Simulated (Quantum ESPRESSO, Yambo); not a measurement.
RbCl (space group P4/mmm, No. 123) under biaxial strain of -1 % along x and y, z relaxed. The PBEsol cell relaxed from Materials Project entry mp-23299 was given a biaxial strain of -1 % along x and y, z relaxed, and the atoms were relaxed again. Chain: norm-conserving PBEsol (Quantum ESPRESSO, 58 Ry, scalar-relativistic); G0W0 in Yambo (4×4×4 Γ-centred k mesh, 135 bands and a 10 Ry block in the screening, 135 bands in G with the Bruneval-Gonze terminator, plasmon pole fitted at 27.2 eV); BSE (8×8×8 mesh, 3 valence and 3 conduction bands, static screening with 30 bands and a 4 Ry block, scissor 2.90 eV, Tamm-Dancoff).

* **PBEsol gap (dense path)**: 4.99 eV
* **PBEsol gap R → Γ on the GW mesh**: 4.99 eV
* **PBEsol smallest direct gap on the GW mesh, at Γ**: 5.08 eV
* **G0W0 direct gap at that point**: 7.98 eV
* **G0W0 correction to the gap R → Γ**: 2.90 eV
* **lowest exciton**: no binding energy given (see below)
* **RPA electronic dielectric constant along x**: 2.60 (10×10×10 mesh, PBEsol bands)

Rough cost of the Yambo steps against G0W0 for 6 states: BSE within a factor of two, one RPA spectrum about 1/10.

Convergence of the G0W0 settings was not tested. The BSE states are vertical excitations (zero momentum). Convergence of the RPA response with its 10×10×10 mesh was not tested. The lowest state covers only about 4 of the 512 k points, so the mesh doesn't resolve it: its energy and its distance from the direct gap are mesh artefacts. An extended exciton needs a far denser mesh. Axes are Cartesian, with cell vectors (Å) (3.85, 0.00, 0.00), (0.00, 3.85, 0.00), (0.00, 0.00, 3.90).

This is not the ordinary phase of the substance.
